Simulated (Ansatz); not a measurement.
SiGe:
```yaml
crystal:
  lattice:
    - [3.92278, 0.00000, 0.00000]
    - [0.00000, 3.92762, 0.00000]
    - [0.00000, 0.00000, 5.54235]
  atoms:
    - { symbol: Si, position: [0.75000, 0.00000, 0.87996] }
    - { symbol: Si, position: [0.25000, 0.00000, 0.12004] }
    - { symbol: Ge, position: [0.25000, 0.50000, 0.36945] }
    - { symbol: Ge, position: [0.75000, 0.50000, 0.63055] }
```

Relaxed with r²SCAN. Special points in fractions of this cell's reciprocal vectors: Γ (0.000, 0.000, 0.000); X (0.500, 0.000, 0.000); S (0.500, 0.500, 0.000); Y (0.000, 0.500, 0.000); Z (0.000, 0.000, 0.500); U (0.500, 0.000, 0.500); R (0.500, 0.500, 0.500); T (0.000, 0.500, 0.500).

### Question
List the band energies nearest the valence-band maximum at these points for DFT-r²SCAN with spin–orbit coupling in the program Ansatz with PAW potentials.

### Answer
In eV from the valence-band maximum; about four levels below and three above (degenerate sets whole), none deeper than 8.9 eV; points with the same levels are listed once.

```csv
k,below,above
Γ,-0.07 -0.07 0.00 0.00,0.76 0.76 0.96 0.96
X,-1.61 -1.61 -1.61 -1.61,2.44 2.44 2.44 2.44
S,-3.13 -3.13 -3.13 -3.13,0.56 0.56 0.56 0.56
Y,-1.88 -1.88 -1.31 -1.31,2.10 2.10 2.81 2.81
Z,-2.15 -2.15 -1.88 -1.88,0.89 0.89 1.42 1.42
U,-1.42 -1.42 -1.42 -1.42,1.07 1.07 1.07 1.07
R,-4.08 -4.08 -4.08 -4.08,4.52 4.52 4.52 4.52
T,-1.42 -1.42 -1.10 -1.10,0.61 0.61 1.55 1.55
```

Space group Pmma. The start of the workflow was typed in or built on a structure type; neither database checked (COD, Materials Project) lists it. Its standing as an ambient phase is unchecked. The r²SCAN relaxation kept the symmetry of its start; its stability against distortions is not shown here.

Potentials: the earlier of the program's two PAW sets.
